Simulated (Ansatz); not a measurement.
Input and output for rocksalt TePb (100), 4 layers: DFT, PBE, all-electron LAPW, scalar-relativistic (Ansatz 0.2.0). This run: vacuum of 9 Å.

The slab is cut from a bulk crystal relaxed on PAW files (its atoms may have been relaxed since), whose type needn't be the stable one.

Command: `ansatz run input.yaml --threads 3 --pin off --max-ram 8192MiB --backend cpu --events-out ev --progress --plain --runs-dir out` It took 64 s on 3 threads of Intel(R) Xeon(R) Platinum 8375C CPU @ 2.90GHz (Ice Lake), with other jobs on the host, peak memory 1.3 GiB.

```yaml
crystal:
  lattice:
    - [4.6436706446, 0.0, 0.0]
    - [0.0, 4.6436706446, 0.0]
    - [0.0, 0.0, 18.9828]
  atoms:
    - { symbol: Pb, position: [0.0, 0.0, 0.2515953297] }
    - { symbol: Te, position: [0.5, 0.5, 0.2370579925] }
    - { symbol: Pb, position: [0.5, 0.5, 0.4006953116] }
    - { symbol: Te, position: [0.0, 0.0, 0.4132869904] }
    - { symbol: Pb, position: [0.0, 0.0, 0.5993030038] }
    - { symbol: Te, position: [0.5, 0.5, 0.586707164] }
    - { symbol: Pb, position: [0.5, 0.5, 0.7484018874] }
    - { symbol: Te, position: [0.0, 0.0, 0.7629420075] }
kpoints:
  mp_grid: { grid: [6, 6, 1] }
scf:
  occupations: { method: fermi_dirac, width: 0.02 }
hamiltonian:
  xc: pbe
  pseudopotentials: { kind: all_electron, lapw: { basis_error: 0.001 } }
output:
  forces: true
  stress: true
  eigenvalues: true
efield:
  axis: 3
  amplitude: 0
  dipole_correction: true
```

Output:

```
LAPW: plane waves up to 7.331 Å⁻¹, error target 1.0e-3 eV per atom; small_component_spin mean_spin; Te in spheres of 1.504 Å, 24 of its electrons in bands, Dirac shells []; Pb in spheres of 1.565 Å, 36 of its electrons in bands, Dirac shells [] (how accurate: hamiltonian.pseudopotentials.lapw.basis_error, Limitations)
Engine: ansatz 0.2.0
Pseudopotentials: kind: all_electron
Pseudopotential: Pb, LAPW, valence charge 36, lapw/all_electron/scalar/gaussian/Pb, Koelling and Harmon's equation, gaussian nucleus
Pseudopotential: Te, LAPW, valence charge 24, lapw/all_electron/scalar/gaussian/Te, Koelling and Harmon's equation, gaussian nucleus
Functional definition: PBE
  parameter kappa = 0.804
  parameter beta = 0.06672455060314922
  exchange = pbe_x(kappa = kappa, mu = beta*pi^2/3)
  correlation = pbe_c(beta = beta)
Crystal: 8 atoms, lattice volume = 409.339 Å³
Basis set: ecut = 204.7517478445127 eV, 2741 PW (Γ), exchange–correlation at level 2
Bands: 144, of which v1, the nominal top of the filled ones, is band 120 counted from 1 (119 counted from 0)
Symmetry: 8 space group operations
k-points: 10 of 36
Non-local potential: Pb, projectors of the file, none
Non-local potential: Te, projectors of the file, none
Initial density: superposition of atomic densities (neutral atoms: chi_scale 0, normalization atom)
Initial wavefunctions: plane waves of lowest kinetic energy (no species holds an atomic orbital)
Functional: x = pbe(κ = 0.804, μ = 0.2195149727645171), c = pbe(β = 0.06672455060314922)
iter 1 solved again at ethr=9.98e-4 eV; its pass at ethr=1.00e-1 eV (dr2=2.39e0 eV) is discarded
SCF iter   1: F=—  HF=-3011807.398715 eV  |F-HF|=—  |Δ(HF+E_count)|=         —  Δρ=1.40e-2  dr2=2.40e0  ethr=9.98e-4  p=-0.000 e·Å  D=-4.28e-7 V/Å  ΔV_dip=0.00 eV  dr2_dipole=4.31e-9  V_vac-E_F(+/−)=4.93/4.95 eV  ⟨swp⟩=2.3  Hψ=8911  notcnv=0
efield: sawtooth ramp at fractional position 0.9500 (placed from the atoms, in the widest stretch of the axis that holds none; the zero of the levels goes with the place), width 0.1000; the density the first Hamiltonian is built on has a dipole p = -0.000 e·Å; the dipole correction subtracts the counter field D = -4.23e-7 V/Å, which shifts the + side's vacuum level by +0.00 eV against the − side's; the planar-averaged density in the ramp window peaks in size at 2.4e-3 e/Å³
preconditioner: auto → Resta (q_TF=auto, 2.496 Å⁻¹)  ε∞=2.1  [insulator: Δε(μ)=1.481 eV  Ē_g=15.451 eV  σ=0.020 eV  W_gap=1.00  n_scr=102 (ndim 8)  ℏωp=16.4 eV  f_vac=0.343  D(μ)=0.00/eV (n_scr^D=0)  ε∞_Penn≈2.1  vacuum switching on, ρ_ref=1.7e-2 e/Å³]
iter 2 solved again at ethr=9.15e-5 eV; its pass at ethr=9.98e-4 eV (dr2=2.20e-1 eV) is discarded
SCF iter   2: F=—  HF=-3011806.741897 eV  |F-HF|=—  |Δ(HF+E_count)|=   6.57e-1  Δρ=4.82e-3  dr2=2.19e-1  ethr=9.15e-5  p=0.000 e·Å  D=1.43e-5 V/Å  ΔV_dip=-0.00 eV  dr2_dipole=2.85e-8  V_vac-E_F(+/−)=4.50/4.52 eV  ⟨swp⟩=2.0  Hψ=7589  notcnv=0
[... lines left out ...]
  E_electrostatic = -6351228.189179  (all electrons and nuclei)
  E_smearing   = -0.000000  (= −TS)
  E_closure    = 0.000000  (closes the sum)
  E_atoms      = -3011777.116556  (free atoms, spherical and without spin; not in F)
  Σ components = -3011806.737618   (vs F -3011806.737618, Δ=0.00e0)
  Basis errors (estimates in eV, not in F): energy 4.4e-4 per atom: plane waves 4.0e-4 (2.2e-4 summed), levels above the bands 5.9e-164, relativity 5.7e-8, radial functions 4.5e-5, core shells 4.4e-8; eigenvalues (radial functions only) 7.0e-7; not estimated: angular momenta, meshes, grids; target (lapw.basis_error) 1.0e-3; muffin-tin radii Te 1.504 Å, Pb 1.565 Å
--- Forces (eV/Å), atoms counted from 1 ---
  atom   1  Pb     0.00000000     0.00000000    -0.00037163
  atom   2  Te    -0.00000000     0.00000000    -0.00170060
  atom   3  Pb     0.00000000     0.00000000     0.00077956
  atom   4  Te    -0.00000000     0.00000000     0.00137439
  atom   5  Pb    -0.00000000     0.00000000    -0.00079646
  atom   6  Te     0.00000000     0.00000000    -0.00110177
  atom   7  Pb    -0.00000000     0.00000000     0.00021656
  atom   8  Te     0.00000000     0.00000000     0.00159524
  max |Σ_I F_I| component: 4.72e-6 eV/Å
--- Stress (GPa, compression-positive) ---
       -0.059270       0.000000       0.000000
        0.000000      -0.059270       0.000000
        0.000000       0.000000       0.006067
  P = ⅓ Tr σ = -0.0375 GPa (-0.375 kbar)
--- Band table (eV; the first three rows and the last of 10) ---
  k-point 0: bands = ["-152.5642", "-152.5642", "-152.3529", "-152.3528", "-133.2299", "-133.2298", "-133.1814", "-133.1813", "-122.2653", "-122.2652", "-122.2642", "-122.2642", "-122.2641", "-122.2641", "-122.2635", "-122.2634", "-122.2633", "-122.2632", "-122.2628", "-122.2628", "-122.2627", "-122.2627", "-122.2168", "-122.2168", "-122.2167", "-122.2167", "-122.2152", "-122.2151", "-122.2134", "-122.2134", "-122.2106", "-122.2106", "-122.2105", "-122.2105", "-122.2090", "-122.2090", "-102.6111", "-102.6111", "-102.5968", "-102.5968", "-102.5967", "-102.5967", "-102.3929", "-102.3929", "-102.3928", "-102.3928", "-102.3839", "-102.3838", "-75.0795", "-75.0793", "-75.0639", "-75.0639", "-75.0638", "-75.0638", "-75.0268", "-75.0268", "-75.0267", "-75.0267", "-75.0119", "-75.0119", "-29.9416", "-29.9415", "-29.9319", "-29.9319", "-29.9316", "-29.9316", "-29.9234", "-29.9233", "-29.9195", "-29.9194", "-29.7245", "-29.7244", "-29.7206", "-29.7205", "-29.7142", "-29.7141", "-29.7124", "-29.7124", "-29.7123", "-29.7123", "-10.6029", "-10.6010", "-10.5464", "-10.5464", "-10.5463", "-10.5463", "-10.5390", "-10.5388", "-10.5352", "-10.5350", "-10.5250", "-10.5168", "-10.5164", "-10.5156", "-10.5125", "-10.5113", "-10.4910", "-10.4910", "-10.4868", "-10.4868", "-5.4379", "-5.2025", "-4.3637", "-4.0987", "-1.0508", "-0.9425", "-0.2665", "0.0921", "2.6976", "3.7007", "3.7007", "3.8782", "3.9535", "3.9535", "4.6475", "4.6475", "4.8882", "4.8882", "5.3225", "5.4441", "8.0295", "8.7103", "9.7500", "9.8137", "10.0699", "10.1614", "10.2074", "10.2074", "10.3879", "10.3879", "10.7277", "10.7277", "10.9370", "10.9370", "10.9904", "11.3641", "11.6598", "12.0010", "12.8486", "12.8486", "13.6371", "13.8902", "13.8902", "14.0437"]
  k-point 1: bands = ["-152.5642", "-152.5642", "-152.3529", "-152.3528", "-133.2299", "-133.2298", "-133.1814", "-133.1813", "-122.2653", "-122.2652", "-122.2642", "-122.2642", "-122.2641", "-122.2641", "-122.2635", "-122.2634", "-122.2633", "-122.2632", "-122.2628", "-122.2628", "-122.2627", "-122.2627", "-122.2168", "-122.2168", "-122.2167", "-122.2167", "-122.2152", "-122.2151", "-122.2134", "-122.2134", "-122.2106", "-122.2106", "-122.2105", "-122.2105", "-122.2090", "-122.2090", "-102.6111", "-102.6111", "-102.5968", "-102.5968", "-102.5967", "-102.5967", "-102.3929", "-102.3929", "-102.3928", "-102.3928", "-102.3839", "-102.3838", "-75.0795", "-75.0793", "-75.0639", "-75.0639", "-75.0638", "-75.0638", "-75.0268", "-75.0268", "-75.0267", "-75.0267", "-75.0119", "-75.0119", "-29.9416", "-29.9415", "-29.9319", "-29.9319", "-29.9317", "-29.9316", "-29.9234", "-29.9233", "-29.9194", "-29.9193", "-29.7245", "-29.7244", "-29.7205", "-29.7204", "-29.7142", "-29.7141", "-29.7124", "-29.7124", "-29.7123", "-29.7123", "-10.5985", "-10.5970", "-10.5474", "-10.5472", "-10.5471", "-10.5469", "-10.5385", "-10.5383", "-10.5358", "-10.5357", "-10.5239", "-10.5169", "-10.5150", "-10.5140", "-10.5137", "-10.5118", "-10.4923", "-10.4903", "-10.4888", "-10.4867", "-5.2936", "-5.0629", "-4.2630", "-4.0299", "-1.3711", "-1.2893", "-0.6207", "-0.2605", "2.7718", "3.8783", "3.9121", "4.0246", "4.1630", "4.2538", "4.8362", "4.9841", "5.0634", "5.2030", "5.2230", "5.5086", "7.8026", "8.7015", "9.1441", "9.3262", "9.3524", "9.4498", "9.5086", "9.8190", "9.9677", "9.9892", "10.2542", "10.3415", "10.7808", "10.9276", "11.1003", "11.6542", "12.0201", "12.2833", "12.4994", "12.8028", "13.3871", "13.8616", "13.9287", "14.3062"]
  k-point 2: bands = ["-152.5642", "-152.5642", "-152.3529", "-152.3528", "-133.2299", "-133.2298", "-133.1814", "-133.1813", "-122.2653", "-122.2652", "-122.2642", "-122.2642", "-122.2641", "-122.2641", "-122.2635", "-122.2634", "-122.2633", "-122.2632", "-122.2628", "-122.2628", "-122.2627", "-122.2627", "-122.2168", "-122.2168", "-122.2167", "-122.2167", "-122.2152", "-122.2151", "-122.2134", "-122.2134", "-122.2106", "-122.2106", "-122.2105", "-122.2105", "-122.2090", "-122.2090", "-102.6111", "-102.6111", "-102.5968", "-102.5968", "-102.5967", "-102.5967", "-102.3929", "-102.3929", "-102.3928", "-102.3928", "-102.3839", "-102.3838", "-75.0795", "-75.0793", "-75.0639", "-75.0639", "-75.0638", "-75.0638", "-75.0268", "-75.0268", "-75.0267", "-75.0267", "-75.0119", "-75.0119", "-29.9415", "-29.9414", "-29.9319", "-29.9319", "-29.9318", "-29.9317", "-29.9234", "-29.9233", "-29.9192", "-29.9191", "-29.7245", "-29.7244", "-29.7203", "-29.7202", "-29.7141", "-29.7140", "-29.7124", "-29.7123", "-29.7123", "-29.7123", "-10.5898", "-10.5891", "-10.5492", "-10.5491", "-10.5490", "-10.5490", "-10.5448", "-10.5446", "-10.5292", "-10.5291", "-10.5227", "-10.5190", "-10.5189", "-10.5187", "-10.5062", "-10.5042", "-10.4945", "-10.4929", "-10.4889", "-10.4870", "-4.8893", "-4.6820", "-4.0665", "-3.9731", "-1.9110", "-1.8600", "-1.3802", "-1.0382", "3.1349", "4.2081", "4.4685", "4.5039", "4.7399", "4.8160", "4.9185", "5.3007", "5.4107", "5.4407", "5.8334", "5.9565", "7.4641", "7.7511", "7.8222", "8.0536", "8.1459", "8.5736", "8.6168", "8.6400", "8.7363", "8.9206", "9.2776", "10.3632", "10.8962", "12.0178", "12.3592", "12.6118", "12.8271", "12.9709", "13.1128", "13.1513", "13.6303", "13.9900", "14.2152", "14.2470"]
  k-point 9: bands = ["-152.5642", "-152.5642", "-152.3529", "-152.3528", "-133.2299", "-133.2298", "-133.1814", "-133.1813", "-122.2653", "-122.2652", "-122.2642", "-122.2642", "-122.2641", "-122.2641", "-122.2635", "-122.2634", "-122.2633", "-122.2632", "-122.2628", "-122.2628", "-122.2627", "-122.2627", "-122.2168", "-122.2168", "-122.2167", "-122.2167", "-122.2152", "-122.2151", "-122.2134", "-122.2134", "-122.2106", "-122.2106", "-122.2105", "-122.2105", "-122.2090", "-122.2090", "-102.6111", "-102.6111", "-102.5968", "-102.5968", "-102.5967", "-102.5967", "-102.3929", "-102.3929", "-102.3928", "-102.3928", "-102.3839", "-102.3838", "-75.0795", "-75.0793", "-75.0639", "-75.0639", "-75.0638", "-75.0638", "-75.0268", "-75.0268", "-75.0267", "-75.0267", "-75.0119", "-75.0119", "-29.9413", "-29.9413", "-29.9320", "-29.9320", "-29.9317", "-29.9317", "-29.9236", "-29.9236", "-29.9187", "-29.9187", "-29.7247", "-29.7246", "-29.7198", "-29.7197", "-29.7140", "-29.7139", "-29.7124", "-29.7124", "-29.7123", "-29.7123", "-10.5911", "-10.5910", "-10.5754", "-10.5753", "-10.5520", "-10.5520", "-10.5517", "-10.5517", "-10.5393", "-10.5392", "-10.5131", "-10.5130", "-10.5023", "-10.5022", "-10.4944", "-10.4944", "-10.4925", "-10.4925", "-10.4885", "-10.4885", "-4.0451", "-4.0451", "-3.7782", "-3.7782", "-1.4862", "-1.4862", "-1.2108", "-1.2108", "2.1120", "2.1120", "2.3848", "2.3848", "3.1792", "3.1792", "3.4972", "3.4972", "4.1319", "4.1319", "5.2035", "5.2036", "8.5367", "8.5368", "9.7445", "9.7445", "10.1853", "10.1854", "10.4657", "10.4657", "11.5468", "11.5468", "11.7112", "11.7112", "12.2768", "12.2768", "12.6189", "12.6189", "12.6444", "12.6444", "13.3986", "13.3986", "14.4877", "14.4877", "14.5749", "14.5749"]
```

Spin–orbit coupling is left out, which matters for the heavy atoms. The program warned of electron density in the middle of the vacuum in some runs, so work functions there carry some error.
